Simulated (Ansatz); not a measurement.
BP in space group P6_222 (No. 180; B on 3d, P on 3c) under volume change, plane-wave PAW LDA (Ansatz code), shape and atoms relaxed at each volume.

```
V (Å³/atom)  E − E(relaxed) (meV/atom)  P (GPa)
-----------  -------------------------  -------
9.519                             57.7    21.21
9.832                              [?]      [?]
10.146                             [?]      [?]
10.460                             0.0    -0.01
10.774                             5.3    -5.24
11.088                            20.0    -9.74
11.401                            43.0   -13.62
```

**Question.** Complete the blanks.

**Answer.** 
- 10.146, E − E(relaxed) (meV/atom): 5.8
- 10.146, P (GPa): 6.04
- 9.832, E − E(relaxed) (meV/atom): 24.3
- 9.832, P (GPa): 13.06

**Question.** What does a third-order Birch–Murnaghan fit give for V₀, B₀ and B′?

**Answer.** V₀ = 10.46 Å³/atom, B₀ = 187 GPa, B′ = 3.9.

The start of the workflow was typed in or built on a structure type; neither database checked (COD, Materials Project) lists it. It is not the phase usual at ambient conditions (space group No. 216). The cell was relaxed with LDA under the symmetry of its start; its stability against distortions is not shown here.

Potentials: the earlier of the program's two PAW sets. The files were generated under PBE; for other functionals the program regenerates the frozen cores, and for LDA and PBEsol the local potential too.
